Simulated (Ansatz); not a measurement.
Total density of states per atom from DFT-PBE in the program Ansatz with PAW potentials, in 0.25 eV bins, energy from the valence-band maximum:

```json
[
 {"E (eV)": "-2.05", "states/eV/atom": "0.00"},
 {"E (eV)": "-1.80", "states/eV/atom": "0.34"},
 {"E (eV)": "-1.55", "states/eV/atom": "1.53"},
 {"E (eV)": "-1.30", "states/eV/atom": "1.38"},
 {"E (eV)": "-1.05", "states/eV/atom": "0.36"},
 {"E (eV)": "-0.80", "states/eV/atom": "1.92"},
 {"E (eV)": "-0.55", "states/eV/atom": "2.90"},
 {"E (eV)": "-0.30", "states/eV/atom": "2.81"},
 {"E (eV)": "-0.05", "states/eV/atom": "0.77"},
 {"E (eV)": "0.20", "states/eV/atom": "0.00"},
 {"E (eV)": "0.45", "states/eV/atom": "0.00"},
 {"E (eV)": "0.70", "states/eV/atom": "0.00"},
 {"E (eV)": "0.95", "states/eV/atom": "0.00"},
 {"E (eV)": "1.20", "states/eV/atom": "0.00"},
 {"E (eV)": "1.45", "states/eV/atom": "0.00"},
 {"E (eV)": "1.70", "states/eV/atom": "0.00"},
 {"E (eV)": "1.95", "states/eV/atom": "0.00"},
 {"E (eV)": "2.20", "states/eV/atom": "0.00"},
 {"E (eV)": "2.45", "states/eV/atom": "0.00"},
 {"E (eV)": "2.70", "states/eV/atom": "0.00"},
 {"E (eV)": "2.95", "states/eV/atom": "0.00"},
 {"E (eV)": "3.20", "states/eV/atom": "0.00"},
 {"E (eV)": "3.45", "states/eV/atom": "0.00"},
 {"E (eV)": "3.70", "states/eV/atom": "0.00"},
 {"E (eV)": "3.95", "states/eV/atom": "0.00"},
 {"E (eV)": "4.20", "states/eV/atom": "0.00"},
 {"E (eV)": "4.45", "states/eV/atom": "0.00"},
 {"E (eV)": "4.70", "states/eV/atom": "0.00"},
 {"E (eV)": "4.95", "states/eV/atom": "0.00"},
 {"E (eV)": "5.20", "states/eV/atom": "0.00"},
 {"E (eV)": "5.45", "states/eV/atom": "0.00"},
 {"E (eV)": "5.70", "states/eV/atom": "0.00"},
 {"E (eV)": "5.95", "states/eV/atom": "0.00"},
 {"E (eV)": "6.20", "states/eV/atom": "0.00"},
 {"E (eV)": "6.45", "states/eV/atom": "0.00"},
 {"E (eV)": "6.70", "states/eV/atom": "0.00"},
 {"E (eV)": "6.95", "states/eV/atom": "0.00"},
 {"E (eV)": "7.20", "states/eV/atom": "0.00"},
 {"E (eV)": "7.45", "states/eV/atom": "0.00"},
 {"E (eV)": "7.70", "states/eV/atom": "0.01"},
 {"E (eV)": "7.95", "states/eV/atom": "0.03"},
 {"E (eV)": "8.20", "states/eV/atom": "0.04"},
 {"E (eV)": "8.45", "states/eV/atom": "0.06"},
 {"E (eV)": "8.70", "states/eV/atom": "0.07"},
 {"E (eV)": "8.95", "states/eV/atom": "0.09"},
 {"E (eV)": "9.20", "states/eV/atom": "0.11"},
 {"E (eV)": "9.45", "states/eV/atom": "0.12"},
 {"E (eV)": "9.70", "states/eV/atom": "0.15"},
 {"E (eV)": "9.95", "states/eV/atom": "0.17"},
 {"E (eV)": "10.20", "states/eV/atom": "0.21"},
 {"E (eV)": "10.45", "states/eV/atom": "0.29"},
 {"E (eV)": "10.70", "states/eV/atom": "0.33"},
 {"E (eV)": "10.95", "states/eV/atom": "0.34"},
 {"E (eV)": "11.20", "states/eV/atom": "0.37"},
 {"E (eV)": "11.45", "states/eV/atom": "0.41"},
 {"E (eV)": "11.70", "states/eV/atom": "0.54"}
]
```

Problem. Pick the material that matches.
A) LiF, zinc blende
B) MgF2, P3_221 (Mg on 3a, F on 6c)
C) InAs, zinc blende
D) MgTe, zinc blende

Solution. A, LiF, zinc blende. Top 1 eV of the valence band: F 2p 98 %. Bottom 1 eV of the conduction band: Li 2s 70 %, F 2s 18 %, Li 1s 6 %. Projections are on Löwdin-orthogonalised atomic valence shells; empty p or d shells of many metals are not among them.

Space group F-43m (zinc blende). The start of the workflow was typed in or built on a structure type; neither database checked (COD, Materials Project) lists it. It is not the phase usual at ambient conditions (space group No. 225). Symmetry was held in the PBE relaxation; whether a distortion lowers the energy is not shown.

Potentials: the earlier of the program's two PAW sets.
